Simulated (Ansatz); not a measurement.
Given:

Cs (bcc, W type)

```xyz
2
Lattice="-6.1568 6.1568 6.1568 3.0784 -3.0784 3.0784 3.0784 3.0784 -3.0784" Properties=species:S:1:pos:R:3 pbc="T T T"
Cs     0.0000     0.0000     0.0000
Cs    -3.0784     3.0784     3.0784
```

The atoms are displaced by Q × the pattern below (from a DFPT mode at N = (0.5, 0.0, 0.0), largest move 1; Q in Å), at fixed cell. (q is in reciprocal vectors of the primitive cell; the cell shown is doubled to hold the pattern.)

```tsv
atom	x	y	z
Cs1	1.000	0.000	0.000
Cs2	-1.000	0.000	0.000
```

Computed with PBE (plane waves to 420 eV, PAW, scalar-relativistic; Ansatz, a quantum-chemistry and plane-wave program). k mesh 11×11×11 (Γ-centred), Fermi-Dirac smearing 0.05 eV. E stands for the smeared free energy. With partly filled bands, energies and forces of such displacements shift with the k mesh and the smearing. Cs was relaxed with its symmetry unable to fall. The PAW data are Ansatz's earlier set. ΔE is measured from the undisplaced structure.

The scan covers Q from -0.100 to 0.100 Å in 13 points.

Which space group does the distorted structure have?

Cmcm (No. 63), lowered from Im-3m.

What is the energy change at Q = 0.100 Å?

2.3 meV/cell.

What harmonic wavenumber does the curvature at Q = 0 give?

22 cm⁻¹.

(A displaced cell: forces are minus the slopes of the energy, force constants its curvatures, and phonons follow from these.)
